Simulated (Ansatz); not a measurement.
# Levels of theory for LaB₃N₄ (ordering on wurtzite)

All numbers come from Ansatz. All values are calculated for a non-magnetic cell, which may be hypothetical.

The cell is LaB₃N₄, ordered on the wurtzite lattice (Cm) with 8 atoms a cell (no longer in that coordination); cell and atoms were relaxed with r2SCAN. The symmetry is Cm (No. 8, monoclinic); conventional cell a = 10.676 Å, b = 2.730 Å, c = 5.823 Å, β = 107.6°, 10.11 Å³ an atom. B has 3 N at 1.46–1.53 Å; B has 3 N at 1.42–1.54 Å; N has 3 B at 1.46–1.54 Å; N has 3 B at 1.42–1.63 Å; B has 4 N at 1.48–1.71 Å; La has 2 N at 2.18 Å; N has 1 B at 1.48 Å and 2 La at 2.18 Å; N has 3 B at 1.53–1.71 Å.

```cif
data_structure
_symmetry_space_group_name_H-M 'Cm'
_symmetry_Int_Tables_number 8
_cell_length_a 10.6759
_cell_length_b 2.7301
_cell_length_c 5.8227
_cell_angle_alpha 90.000
_cell_angle_beta 107.560
_cell_angle_gamma 90.000
_cell_volume 161.80
loop_
_atom_site_label
_atom_site_type_symbol
_atom_site_symmetry_multiplicity
_atom_site_Wyckoff_symbol
_atom_site_fract_x
_atom_site_fract_y
_atom_site_fract_z
_atom_site_occupancy
B1 B 2 a 0.94447 0.00000 0.13096 1
B2 B 2 a 0.73700 0.50000 0.00719 1
N1 N 2 a 0.80243 0.00000 0.08434 1
N2 N 2 a 0.60817 0.50000 0.84295 1
B3 B 2 a 0.52612 0.00000 0.84729 1
La1 La 2 a 0.72855 0.00000 0.53773 1
N3 N 2 a 0.89393 0.50000 0.67011 1
N4 N 2 a 0.50933 0.00000 0.12943 1
```

On this one geometry the levels give:

| level | k mesh | gap (eV) | kind | edges | least direct gap (eV) | rough cost |
| --- | --- | --- | --- | --- | --- | --- |
| PBE | 10×10×6 | 0.28 | indirect | Γ → M₂ | 0.40 | 60 core-seconds |
| PBE+SOC | 10×10×6 | 0.30 | indirect | A–Γ (0.98) → M₂ | 0.41 | 8 core-minutes |
| r2SCAN | 10×10×6 | 0.54 | indirect | Γ → M₂ | 0.66 | 2.1 core-minutes |
| HSE06 | 6×6×4 | 1.14 | indirect | Γ → M₂ | 1.26 | 14 core-minutes |
| PBE0 | 6×6×4 | 1.88 | indirect | Γ → M₂ | 2.00 | 13 core-minutes |

PBE, PBE+SOC: smearing of 0.02 eV; the others have fixed occupations.
Wave cutoffs: 420 eV, 500 eV (r2SCAN).
Points off the special ones are mesh points or PBE's searched band edges, reused at the other levels.
Costs come from shared machines and give only the order; PBE's includes the band path. The runs had 4 threads of Arm Neoverse V1, on a shared host.

HSE06 gives an indirect gap of 1.14 eV, from Γ to M₂; the least direct gap is 1.26 eV at M₂. Spin-orbit coupling changes the PBE gap by +0.013 eV, to 0.30 eV.

r2SCAN covers 30 % of the step from PBE to HSE06, while HSE06 needs about 7 times r2SCAN's rough cost (on a coarser mesh). For gaps to 0.1 eV, spin-orbit coupling (up to 0.013 eV on PBE's least or direct gap) can be left out. Among these functionals the gap stays indirect.

Only the levels marked +SOC include spin-orbit coupling.
